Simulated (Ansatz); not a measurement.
Relaxed-ion elastic tensor of SnC (rock salt, Fm-3m) in GPa (Voigt order), PBEsol in the plane-wave PAW code Ansatz; density 8.14 g/cm³, 13.33 Å³ per atom.

```
 266  90.6  90.6   0.0   0.0   0.0
90.6   266  90.6   0.0   0.0   0.0
90.6  90.6   266   0.0   0.0   0.0
 0.0   0.0   0.0   124   0.0   0.0
 0.0   0.0   0.0   0.0   124   0.0
 0.0   0.0   0.0   0.0   0.0   124
```

### Question
Is the crystal mechanically stable?

### Answer
Yes: the smallest eigenvalue of C is 124 GPa.

### Question
Work out the Voigt, Reuss and Hill averages.

### Answer
K_V = 149, K_R = 149, K_H = 149; G_V = 109, G_R = 106, G_H = 108 GPa.

### Question
Give Young's modulus, Poisson's ratio, Pugh's ratio and the universal anisotropy index.

### Answer
E = 9KG/(3K + G) = 261 GPa; ν = 0.21; K/G = 1.38 (brittle by the Pugh limit of 1.75); A_U = 5G_V/G_R + K_V/K_R − 6 = 0.15.

### Question
Estimate the sound speeds and the Debye temperature.

### Answer
v_l = √((K + 4G/3)/ρ) = 6000 m/s, v_t = √(G/ρ) = 3640 m/s, mean 4020 m/s; Θ = (h/k)(3n/4πV)^(1/3) v_m = 505 K.

### Question
Give the Zener ratio and Young's modulus along [100], [110] and [111].

### Answer
A = 2C44/(C11 − C12) = 1.41; 1/E = S11 − 2(S11 − S12 − S44/2)Γ with Γ = 0, 1/4, 1/3 gives 220, 269, 291 GPa.

### Question
Solve the Christoffel equation for the three sound speeds along [100], [110], [111].

### Answer
Eigenvalues of C_ijkl n_j n_l equal ρv². In km/s, slowest first: [100] 3.90, 3.90, 5.71; [110] 3.28, 3.90, 6.09; [111] 3.50, 3.50, 6.21.

The cell is a constructed one: a structure type filled with these elements; neither database checked (COD, Materials Project) lists it. Whether it is the stable phase at ambient conditions was not checked. The cell was relaxed with PBEsol under the symmetry of its start; whether a distortion lowers the energy is not shown. As this level gives no gap, shear constants depend on the k-mesh and smearing (Fermi–Dirac, 0.1 eV here). Scalar-relativistic: spin–orbit coupling is off unless named, which matters more the heavier the elements.

Potentials: the later of the program's two PAW sets.
